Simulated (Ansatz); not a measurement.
Rb: strain energy, fitted

Rb, Im-3m, a = 5.572 Å. Ansatz: PBEsol, PAW, 420 eV, Γ-centred 10×10×10 mesh on 2 atoms, Gaussian smearing 0.10 eV; no spin polarisation. Series: shear of c along a, cell held, atoms fixed by symmetry; x is the strain in per cent (engineering shear). y is the free energy over the unstrained cell, V0 = 86.490 Å³/atom. Symmetry makes y even in x.

```
x (%) y (meV/atom)
  0.0          0.00
  2.0          0.24
  4.0          0.97
  6.0          2.16
  8.0          3.82
 12.0             ?
```

Fit y = c2 x² + c4 x⁴ to the other rows, turn c2 into a modulus, and predict the missing energy.

Least squares on the rows shown. y = 0.06059 x² − 1.420×10⁻⁵ x⁴. In eV per unit strain² c2 is 0.6059; this is the shear stiffness (E = ½ C V0 γ²): 2 × 0.6059 × 160.2 / (86.490) = 2.2 GPa. At x = 12.0 the fit asked for gives 8.43 meV/atom. The run gave 8.45 meV/atom, so the fit is 0.02 meV/atom too low, a small miss on the scale of the series. The form still works here, 50 % of the fitted range beyond its end.